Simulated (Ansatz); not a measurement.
HfO2 (fluorite), conventional cell a = 5.045 Å, b = 5.045 Å, c = 5.045 Å, α = 90.00°, β = 90.00°, γ = 90.00°. The calculation uses the primitive cell of 3 atoms, to which meshes and values per cell refer.

This relaxed cell (volume V₀) is scaled evenly in all directions, its shape held. Symmetry pins the atoms to their sites.

Method: PBEsol (plane waves to 420 eV, PAW, scalar-relativistic; Ansatz, a first-principles code). k mesh 11×11×11 (Γ-centred), Fermi-Dirac smearing 0.05 eV. Energies are smeared free energies. Stress and pressure are positive under compression. HfO2 is run without spin polarisation. HfO2 was relaxed with its symmetry unable to fall. Spin-orbit coupling is left out, though Hf is heavy. The PAW data are Ansatz's earlier set. This is a high-temperature form of HfO2. The zero of ΔE is the relaxed starting cell.

```json
[
 {"a (Å)": "4.7597", "ΔE (eV/atom)": "0.3055", "P (GPa)": "66.5"},
 {"a (Å)": "4.8194", "ΔE (eV/atom)": "0.1834", "P (GPa)": "48.3"},
 {"a (Å)": "4.8776", "ΔE (eV/atom)": "0.0970", "P (GPa)": "33.0"},
 {"a (Å)": "4.9345", "ΔE (eV/atom)": "0.0406", "P (GPa)": "20.1"},
 {"a (Å)": "4.9901", "ΔE (eV/atom)": "0.0096", "P (GPa)": "9.2"},
 {"a (Å)": "5.0445", "ΔE (eV/atom)": "0.0000", "P (GPa)": "0.0"},
 {"a (Å)": "5.0978", "ΔE (eV/atom)": "0.0086", "P (GPa)": "-7.8"},
 {"a (Å)": "5.1499", "ΔE (eV/atom)": "0.0325", "P (GPa)": "-14.4"},
 {"a (Å)": "5.2010", "ΔE (eV/atom)": "0.0694", "P (GPa)": "-20.0"},
 {"a (Å)": "5.2512", "ΔE (eV/atom)": "0.1173", "P (GPa)": "-24.7"},
 {"a (Å)": "5.3004", "ΔE (eV/atom)": "0.1745", "P (GPa)": "-28.7"}
]
```

What the scan shows:

```
Property                                                    Value
-------------------------------------------------  --------------
Pressure at the smallest volume                          66.5 GPa
Energy cost of the largest compression             305.5 meV/atom
Energy cost of the largest expansion               174.5 meV/atom
Bulk modulus B₀ (third-order Birch-Murnaghan fit)         264 GPa
Pressure derivative B₀′ (fit)                                 4.2
Equilibrium volume of the fit                       10.70 Å³/atom
Pressure for 5 % compression (fit)                       15.1 GPa
```

(A scan under strain: stresses follow from slopes of the energy per volume, elastic moduli from its curvatures.)
